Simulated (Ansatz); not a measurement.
**BiAs: modes against the lattice constant**

All numbers below come from DFT LDA, scalar-relativistic, plane waves, PAW in Ansatz 0.2.0. Cutoff 420 eV, 12×12×12 k-points (Γ-centred), Fermi-Dirac smearing of 0.15 eV. No spin polarisation. Phonons by linear response, acoustic sum rule imposed.

The cell is fixed (symmetry leaves no force on the atoms) and stands under -2.5 GPa:
Space group Pm-3m (No. 221). a = 3.647 Å, b = 3.647 Å, c = 3.647 Å, α = 90.00°, β = 90.00°, γ = 90.00°
```
atom site symmetry x y z
  Bi    1a m-3m  0.0000  0.0000  0.0000
  As    1b m-3m  0.5000  0.5000  0.5000
```

The cell is the ideal cubic caesium chloride prototype; whether it is the stable structure of this composition wasn't checked. In a metal, frequencies and elastic constants depend on the k mesh and the smearing, soft modes and shear constants most. Spin–orbit coupling is left out, which can shift energies with elements as heavy as these.

**Question.** How do the optical zone-centre modes (counted from the lowest optical one, degenerate ones once; i marks imaginary ones) of this metal change over a = 3.587 and 3.647 Å?

**Answer.**
```tsv
a (Å)	3.587	3.647
pressure (GPa)	1.3	-2.5
mode 1 (cm⁻¹)	46	29i
```

Cost: 2 runs of about 1.5 core-minutes in all, on Arm Neoverse V2 (shared hosts).